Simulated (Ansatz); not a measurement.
**Kick test of a cell of Ta2W3**

It was reached by relaxing an invented guess, and it needn't be the stable form of this composition.

The calculation used DFT PBE, scalar-relativistic, plane waves, PAW in Ansatz. Settings: cutoff 420 eV, Γ-centred mesh 14×14×14 on the computed 5-atom cell, Gaussian smearing of 0.10 eV; no spin polarisation.

The cell below (5 atoms, space group Fmmm (No. 69)) is relaxed within its symmetry.

```xyz
5
Lattice="0.0000 2.3012 11.3610 1.6093 0.0000 11.3610 1.6093 2.3012 0.0000" Properties=species:S:1:pos:R:3 pbc="T T T"
Ta    1.6093    2.3012   13.6485
Ta    1.6093    2.3012    9.0735
W     1.6093    2.3012    4.5860
W     1.6093    2.3012   18.1361
W     0.0000    0.0000    0.0000
```

For the test a repeat of it with 10 atoms (edges 2.81, 5.35, 11.47 Å) was strained at random (σ = 1.5 % a component), the atoms were moved at random (σ = 0.10 Å), and all was relaxed again on a coarse 8×4×2 mesh (in the run’s order of axes) with 0.20 eV smearing, with no symmetry imposed.

Spin–orbit coupling, which can matter for Ta and W, is left out.

Question: What happens?

Answer: It returns, within 1 meV/atom of the unmoved cell on that mesh and with the same symmetry when read at 0.1 Å. No instability shows in this cell; modes of other wave vectors, which need another repeat, aren't tested.
